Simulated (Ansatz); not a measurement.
PbO₂:
```cif
data_O4Pb2
_chemical_formula_sum 'Pb2 O4'
_space_group_name_H-M_alt 'P 1'
_space_group_IT_number 1
_cell_length_a 4.99852
_cell_length_b 4.99852
_cell_length_c 3.41046
_cell_angle_alpha 90.000
_cell_angle_beta 90.000
_cell_angle_gamma 90.000
loop_
_space_group_symop_operation_xyz
  'x, y, z'
loop_
_atom_site_label
_atom_site_type_symbol
_atom_site_fract_x
_atom_site_fract_y
_atom_site_fract_z
_atom_site_occupancy
Pb1 Pb 0.00000 0.00000 0.00000 1
Pb2 Pb 0.50000 0.50000 0.50000 1
O1 O 0.30765 0.30765 0.00000 1
O2 O 0.19235 0.80765 0.50000 1
O3 O 0.69235 0.69235 0.00000 1
O4 O 0.80765 0.19235 0.50000 1
```

Relaxed with PBEsol.

### Question
Which orbitals make up the states near the Fermi level in the program Ansatz at the PBEsol level (PAW)?

### Answer
Within 0.5 eV of the Fermi level: O 2p 96 %. Projections are on Löwdin-orthogonalised atomic valence shells; empty p or d shells of many metals are not among them.

### Question
Tabulate the density of states.

### Answer
States/eV per cell of 6 atoms, in 0.25 eV bins, energy from the Fermi level.

| E (eV) | total | O 2p | Pb 6s | Pb 6p |
|---|---|---|---|---|
| -7.85 | 1.43 | 0.65 | 0.70 | 0.02 |
| -7.60 | 2.34 | 1.05 | 1.12 | 0.04 |
| -7.35 | 2.00 | 0.89 | 0.93 | 0.04 |
| -7.10 | 2.03 | 0.89 | 0.93 | 0.03 |
| -6.85 | 1.49 | 0.67 | 0.65 | 0.03 |
| -6.60 | 1.13 | 0.50 | 0.48 | 0.02 |
| -6.35 | 1.03 | 0.46 | 0.42 | 0.02 |
| -6.10 | 0.93 | 0.42 | 0.37 | 0.02 |
| -5.85 | 0.81 | 0.37 | 0.31 | 0.02 |
| -5.60 | 0.62 | 0.29 | 0.24 | 0.02 |
| -5.35 | 0.43 | 0.20 | 0.16 | 0.01 |
| -5.10 | 0.32 | 0.16 | 0.11 | 0.01 |
| -4.85 | 0.25 | 0.12 | 0.08 | 0.01 |
| -4.60 | 0.74 | 0.50 | 0.06 | 0.14 |
| -4.35 | 1.65 | 1.19 | 0.06 | 0.33 |
| -4.10 | 1.93 | 1.41 | 0.05 | 0.38 |
| -3.85 | 2.82 | 2.07 | 0.05 | 0.57 |
| -3.60 | 3.26 | 2.46 | 0.05 | 0.63 |
| -3.35 | 4.37 | 3.37 | 0.04 | 0.80 |
| -3.10 | 4.85 | 3.77 | 0.05 | 0.84 |
| -2.85 | 3.19 | 2.50 | 0.03 | 0.50 |
| -2.60 | 3.61 | 2.87 | 0.03 | 0.51 |
| -2.35 | 2.92 | 2.35 | 0.03 | 0.38 |
| -2.10 | 3.40 | 2.82 | 0.03 | 0.35 |
| -1.85 | 3.54 | 2.98 | 0.04 | 0.32 |
| -1.60 | 3.42 | 2.94 | 0.04 | 0.25 |
| -1.35 | 3.45 | 3.11 | 0.02 | 0.15 |
| -1.10 | 6.76 | 6.33 | 0.02 | 0.15 |
| -0.85 | 7.58 | 7.26 | 0.02 | 0.06 |
| -0.60 | 15.69 | 15.18 | 0.02 | 0.06 |
| -0.35 | 6.40 | 6.21 | 0.01 | 0.03 |
| -0.10 | 0.99 | 0.96 | 0.01 | 0.01 |
| 0.15 | 0.16 | 0.13 | 0.02 | 0.00 |
| 0.40 | 0.12 | 0.08 | 0.03 | 0.00 |
| 0.65 | 0.15 | 0.09 | 0.04 | 0.00 |
| 0.90 | 0.19 | 0.11 | 0.06 | 0.01 |
| 1.15 | 0.24 | 0.13 | 0.08 | 0.01 |
| 1.40 | 0.30 | 0.16 | 0.10 | 0.01 |
| 1.65 | 0.37 | 0.20 | 0.12 | 0.02 |
| 1.90 | 0.47 | 0.24 | 0.15 | 0.02 |
| 2.15 | 0.64 | 0.33 | 0.22 | 0.03 |
| 2.40 | 0.77 | 0.40 | 0.27 | 0.03 |
| 2.65 | 1.13 | 0.58 | 0.41 | 0.05 |
| 2.90 | 2.46 | 1.21 | 0.93 | 0.13 |
| 3.15 | 2.10 | 1.04 | 0.80 | 0.11 |
| 3.40 | 1.91 | 0.96 | 0.74 | 0.09 |
| 3.65 | 1.68 | 0.86 | 0.67 | 0.06 |
| 3.90 | 1.90 | 1.00 | 0.79 | 0.04 |
| 4.15 | 1.17 | 0.61 | 0.50 | 0.01 |
| 4.40 | 0.22 | 0.12 | 0.10 | 0.00 |
| 4.65 | 0.00 | 0.00 | 0.00 | 0.00 |
| 4.90 | 0.00 | 0.00 | 0.00 | 0.00 |

Space group P4_2/mnm (rutile). Symmetry was held in the PBEsol relaxation; of distortions, only those at the zone centre were tested. A small band overlap can be real or an error of a semilocal functional. Spin–orbit coupling is left out wherever it is not named.

Potentials: the later of the program's two PAW sets.
